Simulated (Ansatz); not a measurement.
# Computed properties of YPb$_{3}$

```
Y Pb
1.0
     4.82300    0.00000    0.00000
     0.00000    4.82300    0.00000
     0.00000    0.00000    4.82300
Y Pb
1 3
Cartesian
  0.0000 0.0000 0.0000
  0.0000 2.4115 2.4115
  2.4115 0.0000 2.4115
  2.4115 2.4115 0.0000
```

Atoms are numbered in the order listed.

Conventional cell: a = 4.823 Å, b = 4.823 Å, c = 4.823 Å, α = 90.00°, β = 90.00°, γ = 90.00°. Y (atom 1) is surrounded by 12 Pb at 3.41 Å. Pb (atom 2) is surrounded by 4 Y at 3.41 Å and 8 Pb at 3.41 Å.

The cell is COD entry 1523308, as deposited and not checked against the literature; nothing was relaxed.

Spin polarisation is left out, and whether a magnetic state lies lower isn't shown here.

No spin–orbit coupling, which matters for the heavy atoms here.

Levels of theory: DFT, PBEsol, all-electron LAPW, scalar-relativistic (Ansatz 0.2.0); DFT, PBEsol, PAW with Ansatz's default frozen-core files, scalar-relativistic (Ansatz 0.2.0).

For LAPW: a Γ-centred 8×8×8 k mesh, Fermi–Dirac smearing of 0.08 eV, basis error target 0.5 meV/atom, no spin polarisation. PAW takes a cutoff of 420 eV at this cell (files made with PBE, cores remade for this functional). The Ansatz runs share mesh, smearing and spin set-up. Values come from LAPW unless marked.

```
Density of states at the Fermi level (0.2 eV bin) : 2.46 states/eV per cell
Pressure at this cell                             : -0.52 GPa
Volume per atom                                   : 28.05 Å³
```

Q: Give the computed value. Bader charges (from the PAW run).

A: Y1 +1.39, Pb2 -0.46 e.

Q: Predict this quantity. Löwdin charges (with 0.08 e of the cell spilling out of the atomic basis, so their sizes and signs hang on that basis).

A: Y1 0.49, Pb2 -0.14 e.

Q: Band gap: what does the calculation give?

A: none: with an odd electron count and no spin polarisation the bands can't all be full, a metal in this set-up (in compounds, spin order or a distortion in a larger cell can open a gap).
